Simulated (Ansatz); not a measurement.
Relaxation of a generated trial cell of Cu in the AFLOW prototype A_oP8_62_2c (A_c); 8 atoms in the cell, which starts as Pnma (No. 62), oP8; a = 5.6564 Å, b = 4.0095 Å, c = 4.1487 Å, α = β = γ = 90.00°. Calculation: r2SCAN (plane waves to 500 eV, PAW, scalar-relativistic; Ansatz, a quantum-chemistry and plane-wave program). Γ-centred k-mesh 6×8×8 on the run's cell (coarser than for final values), Fermi–Dirac smearing 0.05 eV. This is the first round of the run. 

The optimiser's lines from the output (shortened; P is positive under compression):

```
relax step   1: F+E_penalty+E_count = -53046.22530594 eV  Δ(F+E_penalty+E_count) = +0.000e0 eV  max|allowed force component| = 1.789e0 eV/Å  Δτ_max = 0.0000 Å  P = +14.399 GPa  Ω = 94.092 Å³  (10 SCF iters, dr2 threshold 1.00e-7 eV, accepted)
relax step   2: F+E_penalty+E_count = -53047.57444168 eV  Δ(F+E_penalty+E_count) = -1.349e0 eV  max|allowed force component| = 1.383e0 eV/Å  Δτ_max = 0.1069 Å  P = +7.512 GPa  Ω = 94.113 Å³  (10 SCF iters, dr2 threshold 8.00e-7 eV, accepted)
relax step   3: F+E_penalty+E_count = -53048.96647873 eV  Δ(F+E_penalty+E_count) = -1.392e0 eV  max|allowed force component| = 6.596e-1 eV/Å  Δτ_max = 0.1950 Å  P = +2.405 GPa  Ω = 92.855 Å³  (10 SCF iters, dr2 threshold 8.00e-7 eV, accepted)
relax step   4: F+E_penalty+E_count = -53049.59853391 eV  Δ(F+E_penalty+E_count) = -6.321e-1 eV  max|allowed force component| = 2.211e-1 eV/Å  Δτ_max = 0.2000 Å  P = +1.769 GPa  Ω = 91.024 Å³  (10 SCF iters, dr2 threshold 8.00e-7 eV, accepted)
relax step   5: F+E_penalty+E_count = -53049.64530221 eV  Δ(F+E_penalty+E_count) = -4.677e-2 eV  max|allowed force component| = 4.548e-3 eV/Å  Δτ_max = 0.0449 Å  P = -0.262 GPa  Ω = 92.048 Å³  (9 SCF iters, dr2 threshold 8.00e-7 eV, accepted)
relax step   6: F+E_penalty+E_count = -53049.64593504 eV  Δ(F+E_penalty+E_count) = -6.328e-4 eV  max|allowed force component| = 1.050e-3 eV/Å  Δτ_max = 0.0009 Å  P = -0.039 GPa  Ω = 91.912 Å³  (7 SCF iters, dr2 threshold 4.93e-7 eV, accepted)
relax step   7: F+E_penalty+E_count = -53049.64596559 eV  Δ(F+E_penalty+E_count) = -3.054e-5 eV  max|allowed force component| = 6.718e-5 eV/Å  Δτ_max = 0.0002 Å  P = -0.006 GPa  Ω = 91.893 Å³  (5 SCF iters, dr2 threshold 1.88e-8 eV, accepted)
relax step   8: F+E_penalty+E_count = -53049.64548782 eV  Δ(F+E_penalty+E_count) = +4.778e-4 eV  max|allowed force component| = 9.112e-5 eV/Å  Δτ_max = 0.0000 Å  P = -0.051 GPa  Ω = 91.893 Å³  stress off target by 8.49e-2 GPa  SCF on the basis re-selected at this cell (its energy is not comparable with the rows above)  (9 SCF iters)
relax step   9: F+E_penalty+E_count = -53049.64551381 eV  Δ(F+E_penalty+E_count) = -2.599e-5 eV  max|allowed force component| = 8.310e-5 eV/Å  Δτ_max = 0.0000 Å  P = +0.000 GPa  Ω = 91.865 Å³  (6 SCF iters, dr2 threshold 1.80e-8 eV, accepted)
relax step  10: F+E_penalty+E_count = -53049.64550138 eV  Δ(F+E_penalty+E_count) = +1.242e-5 eV  max|allowed force component| = 8.296e-5 eV/Å  Δτ_max = 0.0000 Å  P = -0.000 GPa  Ω = 91.865 Å³  stress off target by 2.58e-3 GPa  SCF on the basis re-selected at this cell (its energy is not comparable with the rows above)  (6 SCF iters)
```

From the first to the last row the energy changes by -0.43 eV/atom and the volume by -2.4 %. The last row is marked as not comparable with the walk above it, whose basis was carried along; it does compare with step 1, since both stand on a basis selected at the nominal cutoff for their own cell.

Later rounds, restarted from the end of this one on a renewed k-mesh, logged 6 more steps and released under 0.01 eV/atom more. The final structure after all rounds: I4/mmm (No. 139), tI2; a = 2.899 Å, b = 2.899 Å, c = 2.733 Å, α = 90.00°, β = 90.00°, γ = 90.00°. Between re-selections the logged energies stand on a plane-wave basis carried along with the cell. No spin polarisation in the result.

The run could not lose the symmetry of its start: the end is stationary, and may be a saddle point rather than a minimum.

The relaxed structure here is a generated cell of Cu: the first start was made by placing the elements on the sites of a structure type, and the end was not matched to a known phase here, so it may be hypothetical. Known forms of Cu include space group No. 225.
